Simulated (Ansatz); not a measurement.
The cell below belongs to a search over invented structures; it isn't taken from experiment.

Input and command of a plane-wave DFT calculation in Ansatz:

```yaml
crystal:
  lattice:
    - [4.2750381321, -1.5875786216, 0.0]
    - [4.2750381321, 1.5875786216, 0.0]
    - [-1.2336393847, 0.0, 5.4825405222]
  atoms:
    - { symbol: Si, position: [0.8281678107, 0.8281678107, 0.9062588295] }
    - { symbol: Si, position: [0.1718321893, 0.1718321893, 0.0937411705] }
    - { symbol: Si, position: [0.5, 0.5, 0.5] }
    - { symbol: B, position: [0.5637561986, 0.5637561986, 0.8934079656] }
    - { symbol: B, position: [0.4362438014, 0.4362438014, 0.1065920344] }
    - { symbol: B, position: [0.2210649422, 0.2210649422, 0.4520903596] }
    - { symbol: B, position: [0.7789350578, 0.7789350578, 0.5479096404] }
basis:
  ecutwfc: 420
kpoints:
  mp_grid: { grid: [10, 10, 6] }
hamiltonian:
  xc: pbe
scf:
  occupations: { method: gaussian, width: 0.1 }
output:
  forces: true
  stress: true
  eigenvalues: true
relax:
  adjacent_minimum: "off"
  f_tol: 0.01
  max_steps: 80
  cell: { stress_tol: 0.05 }
```

```bash
ansatz run input.yaml --threads 1 --pin off --max-ram 2560MiB --backend cpu --events-out ev --progress --plain --runs-dir out
```

Processor: Intel(R) Xeon(R) Platinum 8488C (Sapphire Rapids), 1 thread, on a host shared with other jobs.

How long does it run, and how much memory does it take?

About 87 s, peak memory 0.56 GiB. It solves 19 bands at 172 k points (after reduction by symmetry) with about 1495 plane waves (on the last cell), in 34 SCF iterations over 8 ionic steps.
